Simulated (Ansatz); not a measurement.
NbP in space group P-6m2 (No. 187; Nb on 1a, P on 1f) at seven volumes, PBE (plane waves, PAW; program Ansatz), shape and atoms relaxed at each. One row is withheld.

```
V (Å³/atom)  P (GPa)
-----------  -------
14.599         20.62
15.080         12.69
15.562          5.85
16.043          0.01
16.524             ?
17.006         -9.26
17.487        -12.91
```

Question: Fit the shown pressures and predict the withheld one.

Answer: P = (3/2)B₀(x^(7/2) − x^(5/2))[1 + (3/4)(B′ − 4)(x − 1)] with x = (V₀/V)^(2/3). Least squares on the six rows gives V₀ = 16.045 Å³/atom, B₀ = 179 GPa, B′ = 4.15. At V = 16.524, x = 0.9806 and P = -4.95 GPa. The run itself gave -4.99 GPa.

The cell is a constructed one: a structure type filled with these elements; neither database checked (COD, Materials Project) lists it. COD files the formula under space group No. 141, so this cell is another polymorph or a model. Its standing as an ambient phase is unchecked. The PBE relaxation kept the symmetry of its start; whether a distortion lowers the energy is not shown. No spin polarisation was allowed.

Potentials: the later of the program's two PAW sets.
